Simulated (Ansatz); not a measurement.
# Ansatz 0.2.0, settings compared: CaHCl

The command:

```bash
ansatz run input.yaml --threads 1 --pin off --max-ram 2560MiB --backend cpu --events-out ev --progress --plain --runs-dir out
```

The input file (Ansatz 0.2.0, plane waves):

```yaml
crystal:
  lattice:
    - [3.858003, 0.0, 0.0]
    - [0.0, 3.858003, 0.0]
    - [0.0, 0.0, 6.861905]
  atoms:
    - { symbol: Cl, position: [0.25, 0.25, 0.6495] }
    - { symbol: Cl, position: [0.75, 0.75, 0.3505] }
    - { symbol: H, position: [0.75, 0.25, 0.0] }
    - { symbol: H, position: [0.25, 0.75, 0.0] }
    - { symbol: Ca, position: [0.25, 0.25, 0.1949] }
    - { symbol: Ca, position: [0.75, 0.75, 0.8051] }
  symmetry: { tolerance: 0.0003 }
kpoints:
  mp_grid: { grid: [5, 5, 3], shift: [0, 0, 0] }
magnetization:
  spin_polarized: false
scf:
  occupations: { method: fermi_dirac }
hamiltonian:
  pseudopotentials: { kind: paw }
  xc: r2scan
basis:
  ecutwfc: 500
output:
  forces: true
  stress: true
  eigenvalues: true
  write_density: true
  write_potential: true
  elf: true
  volumetric_format: npy
```

Origin of the cell: a database entry, scaled a little.

The smearing width isn't typed, so it takes its default of 0.1 eV.

Output of this run (shortened):

```
Pseudopotentials: kind: paw
Pseudopotential: Cl, paw, valence charge 7, recommended cutoff 500 eV (meta_gga), Cl.paw.azcp
Pseudopotential: H, paw, valence charge 1, recommended cutoff 500 eV (meta_gga), H.paw.azcp
Pseudopotential: Ca, paw, valence charge 10, recommended cutoff 500 eV (meta_gga), Ca.paw.azcp
Functional definition: r2SCAN
  exchange = r2scan_x(k0 = k0, k1 = k1, a1 = a1)
  correlation = r2scan_c
Crystal: 6 atoms, lattice volume = 102.134 Å³
Basis set: ecut = 500 eV, 2557 PW (Γ), exchange–correlation on 120×120×216 points (64 copies of the dense FFT grid, shifted against one another)
Bands: 24, of which v1, the nominal top of the filled ones, is band 18 counted from 1 (17 counted from 0)
Symmetry: 16 space group operations
[… 10 lines left out …]
Initial density: superposition of atomic densities (neutral atoms: chi_scale 0, normalization atom), corrected by the library's trained network
Functional: x = r2scan, c = r2scan; τ floored in thin density (d = 2e-4 eV/Å³)
SCF iter   1: F=—  HF=-5852.664634 eV  Δρ=5.83e-3  dr2=2.72e-2  dr2_τ=1.18e-2
SCF iter   2: F=—  HF=-5852.747575 eV  Δρ=2.28e-3  dr2=3.27e-3  dr2_τ=2.30e-4  defer=15
SCF iter   3: F=—  HF=-5852.747948 eV  Δρ=6.09e-4  dr2=2.04e-4  dr2_τ=3.80e-5  defer=15
SCF iter   4: F=—  HF=-5852.748024 eV  Δρ=2.24e-4  dr2=8.48e-5  dr2_τ=8.07e-6  defer=15
SCF iter   5: F=—  HF=-5852.748011 eV  Δρ=6.14e-5  dr2=2.02e-6  dr2_τ=2.72e-7  defer=15
SCF iter   6: F=—  HF=-5852.748012 eV  Δρ=1.45e-5  dr2=1.46e-7  dr2_τ=3.21e-8  defer=15
SCF iter   7: F=-5852.748012 eV  HF=-5852.748012 eV  Δρ=3.57e-6  dr2=6.16e-9  dr2_τ=1.25e-9
SCF 1 converged in 7 iterations: F = -5852.748012 eV  dr2 = 6.16e-9
SCF converged after 7 iterations
Free energy (F): -5852.748012 eV
Harris-Foulkes:  -5852.748012 eV  (|F-HF|=2.05e-9)
Internal energy: -5852.748012 eV  (E = F + TS)
E sigma→0 (E₀):  -5852.748012 eV
Fermi energy:    6.885271 eV
--- Per-component energies (eV) ---
  E_band       = -339.030833
  E_kinetic    = 905.851311
  E_local      = -1834.649724  (includes V_loc(G=0)·N_el)
  E_nonlocal   = 185.019687
  E_hartree    = 582.943042
  E_xc         = -502.398867
  E_vxc        = -685.127085  (∫ρ·V_xc dr)
  E_paw        = -3061.450905  (= ΣΔE_a)
  E_vpaw       = -114.192619  (= ΣTr[D̂ρ^β])
  E_aug_tail   = -0.000834  (compensation charges beyond the density's cutoff)
  E_vtau       = 38.182619  (kinetic-family band-sum trace: ∫τ·v_τ [+ j·A + Jᵃ·Aᵃ] dr)
  E_ewald      = -2127.347579
  E_core_change = -0.714144  (= ΣΔE_core)
  E_smearing   = -0.000000  (= −TS)
  Σ components = -5852.748012   (vs F -5852.748012, Δ=0.00e0)
--- Forces (eV/Å), atoms counted from 1 ---
  atom   1  Cl    -0.000000     0.000000     0.062754
  atom   2  Cl     0.000000     0.000000    -0.062754
  atom   3  H      0.000000     0.000000    -0.000000
  atom   4  H     -0.000000     0.000000     0.000000
  atom   5  Ca     0.000000     0.000000    -0.074421
  atom   6  Ca    -0.000000     0.000000     0.074421
  max |Σ_I F_I| component: 2.78e-17 eV/Å
--- Stress (GPa, compression-positive) ---
       -1.322389       0.000000       0.000000
        0.000000      -1.322389      -0.000000
        0.000000      -0.000000      -0.888890
  P = ⅓ Tr σ = -1.1779 GPa (-11.779 kbar)
```

The same input was run again with these changes:

1. `scf.occupations.method` fermi_dirac → cold; `scf.occupations.width` default → 0.05
2. `kpoints.mp_grid.shift` [0, 0, 0] → [0.5, 0.5, 0.5]; `scf.algorithm` default → density_mixing
3. `hamiltonian.dispersion` default → d3bjatm
4. `crystal.symmetry` { tolerance: 0.0003 } → { detect: false }; `basis.ecutrho_ratio` default → 4

```
 run        end  SCF iterations  P (GPa)  max force component (eV/Å)  moment (μB)  ΔE(σ→0) (meV/atom)
base  converged               7    -1.18                       0.074            –                   0
   1  converged               7    -1.18                       0.074            –                0.00
   2  converged               7    -1.18                       0.075            –               -0.02
   3  converged               7    -1.95                       0.076            –                   –
   4  converged               7    -1.18                       0.074            –                0.00
```

Energies are compared only where functional, datasets, charge and starting cell are the same.

The base run ran for 7.5 s on 1 thread of Arm Neoverse V1, on a shared host, peak memory 0.52 GiB, from the program's own first density.
